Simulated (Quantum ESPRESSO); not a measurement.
# Planted mistakes on one cell of BSi2PC4

Calculated results; nothing here was measured. They come from pw.x of Quantum ESPRESSO 7.5, a plane-wave density functional program, with PseudoDojo standard norm-conserving files (v0.5 for PBE, v0.4.1 for LDA and PBEsol). The cells are made up: elements, strain and atom displacements were drawn at random, and nothing was relaxed. There is no spin polarisation, spin-orbit coupling or dispersion term.

The cell has 8 sites of a wurtzite lattice (rectangular cell). Sites 1 to 4 hold B Si P Si; sites 5 to 8 hold C C C C. Cell vectors in Å: (3.087, 0.000, 0.000); (0.000, 5.346, 0.000); (0.000, 0.000, 5.040). Settings: PBE, cutoff 1116 eV, 6 x 4 x 4 k mesh shifted by half a step, Fermi-Dirac smearing of 0.025 eV.

The intended run has a self-consistency threshold of 1e-07 eV, a smearing term of 0.000 eV, a pressure of -16.21 GPa and 12 iterations. Each further run changes one thing: all lengths scaled by 1.0193; atoms of sites 1 and 8 exchanged; cutoff 671 eV; files of LDA; k mesh 2 x 2 x 2; one electron added; smearing 0.83 eV; threshold 0.2 eV. A coarse mesh keeps the shift, and a charged cell sits in a uniform background.

| run | change of free energy (eV) | smearing term -TS (eV) | change of P (GPa) | largest change of a force component (eV/Å) | iterations |
| --- | --- | --- | --- | --- | --- |
| A | -0.780 | -2.518 | 2.95 | 0.711 | 11 |
| B | -4.207 | 0.000 | -7.48 | 0.135 | 12 |
| C | 0.627 | 0.000 | -8.16 | 0.383 | 12 |
| D | 11.126 | -0.007 | 28.75 | 1.838 | 12 |
| E | 0.024 | 0.000 | 0.42 | 0.163 | 4 |
| F | 3.722 | 0.000 | 8.14 | 1.943 | 13 |
| G | -1.121 | 0.000 | -0.96 | 0.386 | 12 |
| H | 0.774 | 0.000 | -5.71 | 0.063 | 12 |

A rerun of the intended cell at 1347 eV and k mesh 8 x 6 x 6 moved values by no more than 0.002 eV in the cell's energy, 0.19 GPa in stress and 0.018 eV/Å in force.

Question: which change belongs to which run?

## Worked reading

Run E has the fewest iterations, as a run stopped early does. Run A has the largest smearing term, as wide smearing gives. Run C changes the volume by a factor of 1.0590; minus its pressure change over the logarithm of that factor, 142 GPa, is a rough bulk modulus with clamped atoms. Energies from files of another functional, or of a charged cell, have another zero and say nothing on stability; the pressure of a charged cell rests on the program's zero of potential too.

## Key

```
run                            change
  A                  smearing 0.83 eV
  B                      files of LDA
  C      all lengths scaled by 1.0193
  D                one electron added
  E                  threshold 0.2 eV
  F  atoms of sites 1 and 8 exchanged
  G                  k mesh 2 x 2 x 2
  H                     cutoff 671 eV
```